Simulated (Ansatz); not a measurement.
Q: Name crystals whose computed values (plane-wave PAW LDA (Ansatz code)) fall in these windows: Θ_D (K) 970 to 1100; highest Γ mode, no LO–TO term (cm⁻¹) 660 to 760.

A: 

| crystal | Θ_D (K) | highest Γ mode, no LO–TO term (cm⁻¹) |
|---|---|---|
| MgB2, P6/mmm (Mg on 1a, B on 2d) | 1070 | 707 |
| Al2O3, corundum | 1030 | 750 |
Others may fit too.

All cells were relaxed under the symmetry of their starts (and spin orders); stability against distortions was not tested throughout.

Potentials: the later of the program's two PAW sets.
